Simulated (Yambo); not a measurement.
BSE-type run in Yambo on SiC (4H, space group P6_3mc, No. 186), at zero momentum.

Quantum ESPRESSO step (PBEsol, PseudoDojo standard norm-conserving files, scalar-relativistic):
```
&CONTROL
  calculation = 'nscf'
  pseudo_dir = './pseudo'
  outdir = './out'
/
&SYSTEM
  ibrav = 0
  nat = 8
  ntyp = 2
  ecutwfc = 82.0
  ecutrho = 328.0
  occupations = 'fixed'
  force_symmorphic = .true.
  nbnd = 50
/
&ELECTRONS
  conv_thr = 8e-09
  diago_full_acc = .true.
  diago_thr_init = 1e-08
/
ATOMIC_SPECIES
C 12.0110 C.upf
Si 28.0850 Si.upf
CELL_PARAMETERS angstrom
  3.075690141000   0.000000000000   0.000000000000
 -1.537845071000   2.663625796000   0.000000000000
  0.000000000000   0.000000000000  10.070650000000
ATOMIC_POSITIONS crystal
C   0.666666667000   0.333333333000   0.749800000000
C   0.333333333000   0.666666667000   0.249800000000
C   0.000000000000   0.000000000000   0.500460000000
C   0.000000000000   0.000000000000   0.000460000000
Si   0.666666667000   0.333333333000   0.937840000000
Si   0.333333333000   0.666666667000   0.437840000000
Si   0.000000000000   0.000000000000   0.687890000000
Si   0.000000000000   0.000000000000   0.187890000000
K_POINTS automatic
12 12 4 0 0 0
```

Yambo input:
```
rim_cut
optics
bse
bss
dipoles
em1s
RandQpts= 1000000
RandGvec= 1 Ry
FFTGvecs= 40 Ry
Chimod= "HARTREE"
BSKmod= "SEX"
BSEmod= "resonant"
BSSmod= "hs"
BSENGexx= 15 Ry
BSENGBlk= 3 Ry
% KfnQP_E
 0.984 | 1.0 | 1.0 |
%
% BSEQptR
 1 | 1 |
%
% BSEBands
 10 | 19 |
%
% BEnRange
 0.0 | 9.2 | eV
%
% BDmRange
 0.15 | 0.15 | eV
%
BEnSteps= 184
% BLongDir
 1.0 | 0.0 | 0.0 |
%
BSHayTrs= -0.02
BSSNEig= 24
WRbsWF
% BndsRnXs
 1 | 45 |
%
NGsBlkXs= 3 Ry
% LongDrXs
 1.0 | 1.0 | 1.0 |
%
```

From the report:

The dimension is k points × valence × conduction bands = 576 × 7 × 3 = 12096.
```
   [SLEPC] Approach                          : Krylov-Schur
   [SLEPC] Number of requested eigenvalues   :  24
   [SLEPC] Number of eigenvalues        [NEV]:  24
    [K] Dimension                                    :  12096
    [K] Bands                                        :  10  19
    [K] Exchange res                                 : yes
    [K] Correlation res                              : yes
    [K] W interaction is bare                        : no
    [K] RL vectors exchange                          :   575
    [K] RL vectors correlation                       :   65
    [W] Matrix size                                  :   65
    [W] Bands                                        :    1   45
    [W] Coulomb Cutoff                               : none
    [W] Hxc Kernel                                   : HARTREE
```

Geometry of the Materials Project entry, not relaxed at this level.
